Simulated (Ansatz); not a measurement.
## LiIn4, before and after

The guess for LiIn4 was made by a generator: close-packed layers stacked ABACB (P-3m1, No. 164) (elements of the layers in order: In In In Li In). Its size is a rough estimate.

start:

Space group P-3m1 (No. 164). a = 3.388 Å, b = 3.388 Å, c = 12.674 Å, α = 90.00°, β = 90.00°, γ = 120.00°
| atom | site | symmetry | x | y | z |
| --- | --- | --- | --- | --- | --- |
| Li | 1b | -3m. | 0.0000 | 0.0000 | 0.5000 |
| In | 2d | 3m. | 0.3333 | 0.6667 | 0.8979 |
| In | 2d | 3m. | 0.3333 | 0.6667 | 0.3062 |

Theory: Ansatz, DFT PBE, scalar-relativistic, plane waves, PAW. Cutoff 420 eV, Gaussian smearing, Γ-centred meshes. Cell and atoms relax first on a coarse mesh and then on a finer one. In between, the cell is made exact in the group found at 0.06 Å. In metals the finer mesh still leaves noise of several meV/atom or more. The steps can't lower the symmetry of their start. No spin polarisation.

end:

Space group P-3m1 (No. 164). a = 3.385 Å, b = 3.385 Å, c = 12.742 Å, α = 90.00°, β = 90.00°, γ = 120.00°
```tsv
atom	site	symmetry	x	y	z
Li	1b	-3m.	0.0000	0.0000	0.5000
In	2d	3m.	0.3333	0.6667	0.8930
In	2d	3m.	0.3333	0.6667	0.3188
```

The symmetry stays P-3m1 (No. 164). The volume per atom stays near 25.3 Å³. The shortest distance goes from 3.14 Å (Li–In) to 3.02 Å (Li–In).

- Volume per atom: 25.29 Å³
- Density: 6.12 g/cm³
- Energy over the elements: −0.06 eV/atom
- Gap on the 12×12×4 mesh of the 5-atom cell: 0 eV (a metal)

Energies over the elements count from the elements' standard structures at the same level, with no fitted energy shifts. Whether it is stable depends on the other phases of the system, which aren't compared here.

The last run used Gaussian smearing of 0.10 eV. A structure relaxed within its symmetry needn't be a true minimum. In all, the 3 runs took 2.9 min on 1 thread of Arm Neoverse N1, with other jobs on the host.
